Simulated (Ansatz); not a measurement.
SiGe:
```cif
data_Ge2Si2
_chemical_formula_sum 'Si2 Ge2'
_space_group_name_H-M_alt 'P 1'
_space_group_IT_number 1
_cell_length_a 3.90074
_cell_length_b 3.90074
_cell_length_c 6.44222
_cell_angle_alpha 90.000
_cell_angle_beta 90.000
_cell_angle_gamma 120.000
loop_
_space_group_symop_operation_xyz
  'x, y, z'
loop_
_atom_site_label
_atom_site_type_symbol
_atom_site_fract_x
_atom_site_fract_y
_atom_site_fract_z
_atom_site_occupancy
Si1 Si 0.66667 0.33333 0.87456 1
Si2 Si 0.33333 0.66667 0.37456 1
Ge1 Ge 0.66667 0.33333 0.50044 1
Ge2 Ge 0.33333 0.66667 0.00044 1
```

Relaxed with PBEsol.

Task: Which orbitals make up the states near the band edges in DFT-PBEsol in the program Ansatz with PAW potentials?

Result: Top 1 eV of the valence band: Ge 4p 51 %, Si 3p 46 %. Bottom 1 eV of the conduction band: Si 3p 32 %, Ge 4p 24 %, Si 3s 17 %, Ge 4s 15 %, outside the projected shells 12 %. Projections are on Löwdin-orthogonalised atomic valence shells; empty p or d shells of many metals are not among them.

Task: Tabulate the density of states.

Result: States/eV per cell of 4 atoms, in 0.25 eV bins, energy from the valence-band maximum.

| E (eV) | total | Ge 4p | Si 3p | Si 3s |
|---|---|---|---|---|
| -7.85 | 2.01 | 0.67 | 0.20 | 0.92 |
| -7.60 | 1.44 | 0.46 | 0.19 | 0.57 |
| -7.35 | 1.55 | 0.50 | 0.28 | 0.51 |
| -7.10 | 1.32 | 0.42 | 0.25 | 0.41 |
| -6.85 | 1.16 | 0.36 | 0.22 | 0.35 |
| -6.60 | 1.17 | 0.36 | 0.23 | 0.34 |
| -6.35 | 1.11 | 0.34 | 0.23 | 0.31 |
| -6.10 | 0.84 | 0.25 | 0.18 | 0.23 |
| -5.85 | 0.70 | 0.21 | 0.15 | 0.18 |
| -5.60 | 0.62 | 0.19 | 0.14 | 0.16 |
| -5.35 | 0.60 | 0.19 | 0.14 | 0.14 |
| -5.10 | 0.64 | 0.24 | 0.21 | 0.10 |
| -4.85 | 1.28 | 0.56 | 0.54 | 0.09 |
| -4.60 | 1.74 | 0.78 | 0.75 | 0.11 |
| -4.35 | 1.43 | 0.62 | 0.59 | 0.11 |
| -4.10 | 1.76 | 0.78 | 0.75 | 0.11 |
| -3.85 | 2.01 | 0.92 | 0.89 | 0.10 |
| -3.60 | 1.98 | 0.91 | 0.89 | 0.09 |
| -3.35 | 2.34 | 1.08 | 1.07 | 0.09 |
| -3.10 | 2.37 | 1.12 | 1.10 | 0.07 |
| -2.85 | 2.82 | 1.34 | 1.32 | 0.07 |
| -2.60 | 2.99 | 1.42 | 1.41 | 0.07 |
| -2.35 | 2.70 | 1.29 | 1.27 | 0.06 |
| -2.10 | 3.62 | 1.76 | 1.74 | 0.05 |
| -1.85 | 2.26 | 1.10 | 1.07 | 0.03 |
| -1.60 | 1.80 | 0.89 | 0.85 | 0.02 |
| -1.35 | 1.21 | 0.60 | 0.57 | 0.01 |
| -1.10 | 0.83 | 0.42 | 0.39 | 0.01 |
| -0.85 | 0.61 | 0.31 | 0.28 | 0.00 |
| -0.60 | 0.38 | 0.20 | 0.17 | 0.00 |
| -0.35 | 0.19 | 0.10 | 0.09 | 0.00 |
| -0.10 | 0.05 | 0.03 | 0.02 | 0.00 |
| 0.15 | 0.00 | 0.00 | 0.00 | 0.00 |
| 0.40 | 0.16 | 0.04 | 0.05 | 0.03 |
| 0.65 | 0.91 | 0.20 | 0.28 | 0.17 |
| 0.90 | 1.36 | 0.31 | 0.43 | 0.24 |
| 1.15 | 1.90 | 0.46 | 0.62 | 0.30 |
| 1.40 | 2.53 | 0.65 | 0.86 | 0.36 |
| 1.65 | 2.31 | 0.61 | 0.80 | 0.28 |
| 1.90 | 1.96 | 0.50 | 0.69 | 0.25 |
| 2.15 | 2.50 | 0.65 | 0.90 | 0.29 |
| 2.40 | 2.75 | 0.78 | 1.02 | 0.26 |
| 2.65 | 2.32 | 0.78 | 0.82 | 0.20 |
| 2.90 | 3.82 | 1.33 | 1.30 | 0.32 |
| 3.15 | 2.57 | 0.84 | 0.91 | 0.19 |
| 3.40 | 3.19 | 1.06 | 1.22 | 0.17 |
| 3.65 | 2.44 | 0.81 | 0.91 | 0.14 |
| 3.90 | 1.94 | 0.62 | 0.69 | 0.12 |
| 4.15 | 2.83 | 0.92 | 0.95 | 0.17 |
| 4.40 | 2.97 | 0.97 | 0.97 | 0.19 |
| 4.65 | 2.28 | 0.74 | 0.74 | 0.13 |
| 4.90 | 1.89 | 0.59 | 0.58 | 0.11 |
| 5.15 | 1.88 | 0.53 | 0.53 | 0.11 |

Space group P6_3mc (wurtzite). The workflow started from a Materials Project entry (that database holds measured and hypothetical structures alike); the Crystallography Open Database copy checked does not list it. Whether it is the stable phase at ambient conditions was not checked. The PBEsol relaxation kept the symmetry of its start; of distortions, only those at the zone centre were tested. Scalar-relativistic: spin–orbit coupling is off unless named, which matters more the heavier the elements.

Potentials: the earlier of the program's two PAW sets.
